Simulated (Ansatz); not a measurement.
The elements of this relaxed trial crystal are hidden behind letters.

```
lattice vectors (Å)
   3.3735    0.0000    0.0000
   0.0000    3.3735    0.0000
   0.0000    0.0000    8.7851
fractional positions
X 0.0000 0.0000 0.3978
X 0.5000 0.5000 0.0637
Z 0.5000 0.5000 0.5318
Q 0.0000 0.0000 0.1321
Q 0.5000 0.5000 0.7944
```

Method: Ansatz, DFT PBE, scalar-relativistic, plane waves, PAW. Plane waves to 420 eV, a 12×12×4 mesh through Γ for the 5-atom cell and 0.10 eV Gaussian smearing; no spin polarisation.

```
Space group                                : P4mm (No. 99)
Conventional cell                          : a = 3.373 Å, c = 8.785 Å
Volume per atom                            : 20.00 Å³
Density                                    : 3.08 g/cm³
Formation energy                           : +0.10 eV/atom
Gap on the 12×12×4 mesh of the 5-atom cell : 0 eV (a metal)
```

Energies are uncorrected and count from the elements' standard states at the same level.

Q: X is a p-block element of period 3, Z is a p-block element of period 4 and Q is a p-block element of period 3. Which elements are they?

A: X = Al, Z = Ga, Q = P, so the formula is Al2GaP2. Density times volume gives a mean mass of 3.08 × 20.00/1.6605 = 37.1 u per atom, and this set has 37.1 u. Around Al on its first site lie 1 P at 2.33 Å and 4 Ga at 2.66 Å; around Ga lie 1 P at 2.31 Å and 4 Al at 2.66 Å; around P on its first site lie 5 Al at 2.33–2.46 Å; 2 more sites not described. Swapping Al and P leaves the mass as it is, so only the distances can place them.

An odd number of electrons in the primitive cell allows no gap without spin; a larger cell or a magnetic state could open one. The cell is a metal run without spin; a magnetic state may lie lower. Symmetry constrained the relaxation, so the result can be a saddle point. Another cell of Al2GaP2 relaxed alike, in P-3m1, lies 266 meV/atom lower, so this cell isn't the stable form at this level.
